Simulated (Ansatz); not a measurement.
Given:

SrPd5:
```
SrPd5
1.0
    5.41099     0.00000     0.00000
   -2.70550     4.68606     0.00000
    0.00000     0.00000     4.39129
Sr Pd
1 5
Cartesian
  0.00000   0.00000   0.00000
  2.70550   1.56202   0.00000
  0.00000   3.12404   0.00000
  2.70550   0.00000   2.19564
  1.35275   2.34303   2.19564
 -1.35275   2.34303   2.19564
```

This is the r²SCAN-relaxed structure.

Question: All from the program Ansatz at the r²SCAN level (PAW), unless another level is named. Give the formation energy from the elements (no fitted shifts).

Answer: -0.39 eV/atom.

Question: Give the density of states at the Fermi level.

Answer: 0.92 states/eV per atom (mean over ±0.08 eV).

Space group P6/mmm. The workflow started from a Materials Project entry (that database holds measured and hypothetical structures alike); the Crystallography Open Database files this formula in space group No. 191, but the cells were not matched. Its standing as an ambient phase is unchecked. The r²SCAN relaxation kept the symmetry of its start; whether a distortion lowers the energy is not shown. The run is not spin-polarised. The references are the lowest solids computed at this level, not always the standard phases. Spin–orbit coupling is left out wherever it is not named.

Potentials: the later of the program's two PAW sets.
